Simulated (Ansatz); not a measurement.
**TiO₂: energy along a strain**

TiO₂, P4_2/mnm, a = 4.597 Å, c = 2.954 Å. The compound has several low-lying forms, and this is one of them. Ansatz: r2SCAN, PAW, 500 eV, Γ-centred 6×6×10 mesh on 6 atoms, Gaussian smearing 0.05 eV; no spin polarisation. Cell vectors (Å): 4.597 0.000 0.000; 0.000 4.597 0.000; 0.000 0.000 2.954. The cell is strained by x per cent times the pattern (0 0 0 0 0 1) in the order xx yy zz yz xz xy (engineering shears), with fractional coordinates held. y is the free energy over the start, V0 = 10.402 Å³/atom. Symmetry makes y even in x.

```tsv
x (%)	y (meV/atom)
-2.00	?
-1.00	0.77
0.00	0.00
0.25	0.05
0.50	0.19
0.75	0.43
1.25	1.20
1.50	1.73
1.75	2.36
```

Problem. Fit y = c2 x² + c4 x⁴ to the other rows, get the stiffness along the pattern, and predict the missing energy.

Solution. Least squares on the rows shown. y = 0.7660 x² + 0.001472 x⁴. The clamped-ion stiffness p·C·p = 2 × 7.660 eV × 160.2 / 10.402 Å³ = 236 GPa, which is C66 in these axes. At x = -2.00 the fit asked for gives 3.09 meV/atom. The run gave 3.08 meV/atom, so the fit is 0.01 meV/atom too high, a small miss on the scale of the series.

Cost: 9 runs of about 5.9 core-minutes in all, on Intel Xeon Processor @ 2.50GHz (Skylake/Cascade Lake) (shared hosts).